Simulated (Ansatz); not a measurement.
# Kick test of a cell of LiZnF3

The structure comes from a generated guess, relaxed at this level; another structure or a mixture of phases may lie lower.

Theory: DFT PBE, scalar-relativistic, plane waves, PAW (Ansatz). Cutoff 420 eV; k points 6×6×6 on the computed 10-atom cell (Γ-centred); Gaussian smearing, width 0.02 eV; no spin polarisation.

The cell below (10 atoms, space group R-3c (No. 167)) is relaxed within its symmetry.

```
Li Zn F
1.0
     2.62069    1.51306    4.72480
    -2.62069    1.51306    4.72480
     0.00000   -3.02611    4.72480
Li Zn F
2 2 6
Direct
  0.75000 0.75000 0.75000
  0.25000 0.25000 0.25000
  0.50000 0.50000 0.50000
  0.00000 0.00000 0.00000
  0.10390 0.75000 0.39610
  0.75000 0.39610 0.10390
  0.60390 0.89610 0.25000
  0.39610 0.10390 0.75000
  0.89610 0.25000 0.60390
  0.25000 0.60390 0.89610
```

For the test it was strained at random (σ = 1.5 % a component), the atoms were moved at random (σ = 0.05 Å), and all was relaxed again on a coarse 4×4×4 mesh (in the run’s order of axes) with 0.10 eV smearing, with no symmetry imposed.

Question: Does it come back?

Answer: It returns, within 1 meV/atom of the unmoved cell on that mesh and with the same symmetry when read at 0.1 Å (P1 at 0.01 Å, so small strains and shifts remain). So it is stable against the distortions that fit this cell and that this random move excites. Modes that don't fit the cell aren't tested.
